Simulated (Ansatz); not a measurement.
Relaxation of a generated cell, P2W placed in the AFLOW prototype AB2_hP12_194_f_ah (C14, as in MgZn2); 12 atoms in the cell, which starts as P6₃/mmc (No. 194), hP12; a = b = 4.9939 Å, c = 8.1903 Å, α = β = 90.00°, γ = 120.00°. These are PBE (plane waves to 420 eV, PAW, scalar-relativistic; Ansatz, a program for electronic structure) values and carry that method's errors. Γ-centred k-mesh 5×5×3 on the run's cell (coarser than for final values), Fermi–Dirac smearing 0.05 eV. This is the first round of the run. 

The optimiser's lines from the output (shortened; P is positive under compression):

```
relax step   1: F+E_penalty+E_count = -47573.76982999 eV  Δ(F+E_penalty+E_count) = +0.000e0 eV  max|allowed force component| = 6.372e-1 eV/Å  Δτ_max = 0.0000 Å  P = -8.484 GPa  Ω = 176.892 Å³  (6 SCF iters, dr2 threshold 1.00e-7 eV, accepted)
relax step   2: F+E_penalty+E_count = -47574.14643767 eV  Δ(F+E_penalty+E_count) = -3.766e-1 eV  max|allowed force component| = 4.787e-1 eV/Å  Δτ_max = 0.0212 Å  P = +2.068 GPa  Ω = 164.588 Å³  (6 SCF iters, dr2 threshold 1.20e-6 eV, accepted)
relax step   3: F+E_penalty+E_count = -47574.21060701 eV  Δ(F+E_penalty+E_count) = -6.417e-2 eV  max|allowed force component| = 2.334e-1 eV/Å  Δτ_max = 0.0146 Å  P = +1.183 GPa  Ω = 165.636 Å³  (6 SCF iters, dr2 threshold 1.20e-6 eV, accepted)
relax step   4: F+E_penalty+E_count = -47574.25566861 eV  Δ(F+E_penalty+E_count) = -4.506e-2 eV  max|allowed force component| = 5.159e-2 eV/Å  Δτ_max = 0.0490 Å  P = +0.110 GPa  Ω = 167.236 Å³  (6 SCF iters, dr2 threshold 1.20e-6 eV, accepted)
relax step   5: F+E_penalty+E_count = -47574.52381700 eV  Δ(F+E_penalty+E_count) = -2.681e-1 eV  max|allowed force component| = 3.275e-1 eV/Å  Δτ_max = 0.0790 Å  P = +1.157 GPa  Ω = 168.109 Å³  (6 SCF iters, dr2 threshold 1.20e-6 eV, accepted)
relax step   6: F+E_penalty+E_count = -47574.75446625 eV  Δ(F+E_penalty+E_count) = -2.306e-1 eV  max|allowed force component| = 1.336e0 eV/Å  Δτ_max = 0.1156 Å  P = +4.757 GPa  Ω = 169.417 Å³  (6 SCF iters, dr2 threshold 1.20e-6 eV, accepted)
relax step   7: F+E_penalty+E_count = -47574.97297842 eV  Δ(F+E_penalty+E_count) = -2.185e-1 eV  max|allowed force component| = 3.869e-1 eV/Å  Δτ_max = 0.0618 Å  P = -2.085 GPa  Ω = 174.215 Å³  (6 SCF iters, dr2 threshold 1.20e-6 eV, accepted)
relax step   8: F+E_penalty+E_count = -47575.01569637 eV  Δ(F+E_penalty+E_count) = -4.272e-2 eV  max|allowed force component| = 2.602e-1 eV/Å  Δτ_max = 0.0349 Å  P = +0.991 GPa  Ω = 170.943 Å³  (6 SCF iters, dr2 threshold 1.20e-6 eV, accepted)
relax step   9: F+E_penalty+E_count = -47575.04544431 eV  Δ(F+E_penalty+E_count) = -2.975e-2 eV  max|allowed force component| = 5.428e-2 eV/Å  Δτ_max = 0.0176 Å  P = -0.318 GPa  Ω = 172.805 Å³  (6 SCF iters, dr2 threshold 1.20e-6 eV, accepted)
relax step  10: F+E_penalty+E_count = -47575.12632668 eV  Δ(F+E_penalty+E_count) = -8.088e-2 eV  max|allowed force component| = 5.502e-1 eV/Å  Δτ_max = 0.0414 Å  P = -0.902 GPa  Ω = 176.734 Å³  (6 SCF iters, dr2 threshold 1.20e-6 eV, accepted)
relax step  11: F+E_penalty+E_count = -47575.19078139 eV  Δ(F+E_penalty+E_count) = -6.445e-2 eV  max|allowed force component| = 4.935e-1 eV/Å  Δτ_max = 0.0316 Å  P = -0.528 GPa  Ω = 177.877 Å³  (6 SCF iters, dr2 threshold 1.20e-6 eV, accepted)
relax step  12: F+E_penalty+E_count = -47575.09634296 eV  Δ(F+E_penalty+E_count) = +9.444e-2 eV  max|allowed force component| = 6.135e-1 eV/Å  Δτ_max = 0.0598 Å  P = +0.054 GPa  Ω = 175.063 Å³  (6 SCF iters, dr2 threshold 1.20e-6 eV, rejected (line search))
relax step  13: F+E_penalty+E_count = -47575.25823302 eV  Δ(F+E_penalty+E_count) = -6.745e-2 eV  max|allowed force component| = 1.343e-1 eV/Å  Δτ_max = 0.0273 Å  P = -0.131 GPa  Ω = 177.720 Å³  (8 SCF iters, accepted)
relax step  14: F+E_penalty+E_count = -47575.27805775 eV  Δ(F+E_penalty+E_count) = -1.982e-2 eV  max|allowed force component| = 1.281e-1 eV/Å  Δτ_max = 0.0120 Å  P = -0.120 GPa  Ω = 178.320 Å³  (6 SCF iters, dr2 threshold 1.20e-6 eV, accepted)
relax step  15: F+E_penalty+E_count = -47575.32183339 eV  Δ(F+E_penalty+E_count) = -4.378e-2 eV  max|allowed force component| = 2.598e-1 eV/Å  Δτ_max = 0.0124 Å  P = +0.225 GPa  Ω = 178.905 Å³  (6 SCF iters, dr2 threshold 1.20e-6 eV, accepted)
relax step  16: F+E_penalty+E_count = -47575.49690562 eV  Δ(F+E_penalty+E_count) = -1.751e-1 eV  max|allowed force component| = 2.011e-1 eV/Å  Δτ_max = 0.0253 Å  P = +0.307 GPa  Ω = 181.048 Å³  (6 SCF iters, dr2 threshold 1.20e-6 eV, accepted)
relax step  17: F+E_penalty+E_count = -47575.70481300 eV  Δ(F+E_penalty+E_count) = -2.079e-1 eV  max|allowed force component| = 1.378e-1 eV/Å  Δτ_max = 0.0283 Å  P = +1.005 GPa  Ω = 185.752 Å³  (6 SCF iters, dr2 threshold 1.20e-6 eV, accepted)
relax step  18: F+E_penalty+E_count = -47575.70924876 eV  Δ(F+E_penalty+E_count) = -4.436e-3 eV  max|allowed force component| = 1.212e-1 eV/Å  Δτ_max = 0.0154 Å  P = -1.163 GPa  Ω = 186.284 Å³  (6 SCF iters, dr2 threshold 1.20e-6 eV, accepted)
relax step  19: F+E_penalty+E_count = -47575.73239597 eV  Δ(F+E_penalty+E_count) = -2.315e-2 eV  max|allowed force component| = 4.385e-2 eV/Å  Δτ_max = 0.0082 Å  P = +0.152 GPa  Ω = 185.461 Å³  (6 SCF iters, dr2 threshold 1.20e-6 eV, accepted)
relax step  20: F+E_penalty+E_count = -47575.73311415 eV  Δ(F+E_penalty+E_count) = -7.182e-4 eV  max|allowed force component| = 7.530e-3 eV/Å  Δτ_max = 0.0015 Å  P = -0.065 GPa  Ω = 185.921 Å³  (6 SCF iters, dr2 threshold 2.31e-7 eV, accepted)
relax step  21: F+E_penalty+E_count = -47575.73326220 eV  Δ(F+E_penalty+E_count) = -1.480e-4 eV  max|allowed force component| = 4.124e-3 eV/Å  Δτ_max = 0.0002 Å  P = +0.006 GPa  Ω = 185.764 Å³  (6 SCF iters, dr2 threshold 3.86e-8 eV, accepted)
relax step  22: F+E_penalty+E_count = -47575.89333698 eV  Δ(F+E_penalty+E_count) = -1.601e-1 eV  max|allowed force component| = 4.857e-3 eV/Å  Δτ_max = 0.0000 Å  P = +1.127 GPa  Ω = 185.764 Å³  stress off target by 1.68e0 GPa  SCF on the basis re-selected at this cell (its energy is not comparable with the rows above)  (7 SCF iters)
relax step  23: F+E_penalty+E_count = -47575.91207415 eV  Δ(F+E_penalty+E_count) = -1.874e-2 eV  max|allowed force component| = 2.002e-2 eV/Å  Δτ_max = 0.0072 Å  P = +0.185 GPa  Ω = 187.958 Å³  (6 SCF iters, dr2 threshold 1.20e-6 eV, accepted)
relax step  24: F+E_penalty+E_count = -47575.91245822 eV  Δ(F+E_penalty+E_count) = -3.841e-4 eV  max|allowed force component| = 2.991e-3 eV/Å  Δτ_max = 0.0004 Å  P = +0.013 GPa  Ω = 188.337 Å³  (6 SCF iters, dr2 threshold 1.90e-7 eV, accepted)
relax step  25: F+E_penalty+E_count = -47575.91316304 eV  Δ(F+E_penalty+E_count) = -7.048e-4 eV  max|allowed force component| = 3.030e-3 eV/Å  Δτ_max = 0.0000 Å  P = +0.012 GPa  Ω = 188.337 Å³  stress off target by 1.30e-2 GPa  SCF on the basis re-selected at this cell (its energy is not comparable with the rows above)  (9 SCF iters)
```

From the first to the last row the energy changes by -0.18 eV/atom and the volume by +6.5 %. The last row is marked as not comparable with the walk above it, whose basis was carried along; it does compare with step 1, since both stand on a basis selected at the nominal cutoff for their own cell.

Energy and pressure jump between steps 21 and 22 at one geometry, where the plane-wave basis was selected anew. While the cell walks, the set of plane waves is carried along, so its effective cutoff drifts with the strain; re-selecting it at 420 eV moved the energy by -0.013 eV/atom and the pressure by 1.1 GPa. Only step 1 and rows on a re-selected basis compare with each other.

Step 12 was rejected by the optimiser.

Later rounds, restarted from the end of this one on a renewed k-mesh, logged 13 more steps and released under 0.01 eV/atom more. The final structure after all rounds: P6₃/mmc (No. 194), hP12; a = b = 5.991 Å, c = 6.066 Å, α = β = 90.00°, γ = 120.00°. Between re-selections the logged energies stand on a plane-wave basis carried along with the cell. No spin polarisation in the result.

The run could not lose the symmetry of its start: the end is stationary, and may be a saddle point rather than a minimum.

The relaxed structure here is a generated cell of P2W: the first start was made by placing the elements on the sites of a structure type, and the end was not matched to a known phase here, so it may be hypothetical.
